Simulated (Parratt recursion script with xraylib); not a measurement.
## X-ray reflectivity of Rh on Si at several surface roughnesses

| layer, from the top | thickness (Å) | density (g/cm³) | rms roughness of its top face (Å) | δ (10⁻⁶) | β (10⁻⁶) |
|---|---|---|---|---|---|
| Rh | 600 | 10.538 | varied | 6.108 | 0.1381 |
| Si (substrate) | – | 2.313 | 2.2 | 1.576 | 0.008622 |

The refractive index is n = 1 − δ + iβ. Vacuum lies above.

Densities are inputs, not measurements. They were set from computed cells of the Materials Project: Rh from entry mp-74 (Fm-3m, 12.398 g/cm³, taken at 85 %); Si from entry mp-149 (Fd-3m, 2.313 g/cm³). A layer's crystal structure does not enter its constants, only its composition and density.

Simulated, not measured: specular X-ray reflectivity, Parratt recursion, Névot-Croce roughness, xraylib tables (Parratt recursion script with xraylib 4.3.0).

Photon energy 17.479 keV (λ = 0.7093 Å), s polarisation. The grazing angle θ is scanned from 0.05° to 1.84° in 900 evenly spaced points, and the curve is smoothed with a Gaussian of 0.004° full width. A maximum is a scan point above both neighbours; its place and height come from a parabola through R at the three points.

The table follows two fringe maxima, those next to orders 14.5 and 27.5 of m = (2d/λ)(sin²θ − 2δ)^½, through runs that differ in the roughness σ₁ of the film surface alone.

| σ₁ (Å) | θ of the first (°) | R there | θ of the second (°) | R there |
|---|---|---|---|---|
| 4 | 0.530 | 0.00290 | 0.952 | 1.41 × 10⁻⁴ |
| 4.5 | 0.530 | 0.00273 | 0.952 | 1.20 × 10⁻⁴ |
| 10 | 0.530 | ? | 0.949 | ? |

Problem. Estimate the two heights for σ₁ = 10 Å.

Solution. At a maximum the amplitudes from the film's two faces add: R ≈ (|r₁|g₁ + |r₂|g₂A)². Here q₀ = 4π sin θ/λ, qⱼ = (q₀² − 32π²δⱼ/λ²)^½ (1 film, 2 substrate), |r₁| = |q₀² − q₁²|/(q₀ + q₁)², |r₂| = |q₁² − q₂²|/(q₁ + q₂)² with the numerators taken from the constants, g₁ = exp(−q₀q₁σ₁²/2), g₂ = exp(−q₁q₂σ₂²/2), and A = exp(−16π²β₁d/(λ²q₁)) for absorption in the film.

Check on a shown row, σ₁ = 4 Å, second maximum: q₀ = 0.2944, q₁ = 0.2878, q₂ = 0.2927 Å⁻¹; |r₁| = 0.0113, |r₂| = 0.00844; g₁ = 0.508, g₂ = 0.816, A = 0.914; R ≈ 1.45 × 10⁻⁴ against 1.41 × 10⁻⁴ in the table.

- σ₁ = 10 Å, first maximum: q₀ = 0.1639, q₁ = 0.1518, q₂ = 0.1609 Å⁻¹; |r₁| = 0.0385, |r₂| = 0.0291; g₁ = 0.288, g₂ = 0.943, A = 0.843; R ≈ 0.00117.
- σ₁ = 10 Å, second maximum: q₀ = 0.2934, q₁ = 0.2868, q₂ = 0.2917 Å⁻¹; |r₁| = 0.0114, |r₂| = 0.00850; g₁ = 0.0149, g₂ = 0.817, A = 0.913; R ≈ 4.24 × 10⁻⁵.

The run gave 0.00114 and 4.18 × 10⁻⁵; the estimates are 1.03 and 1.01 times these.
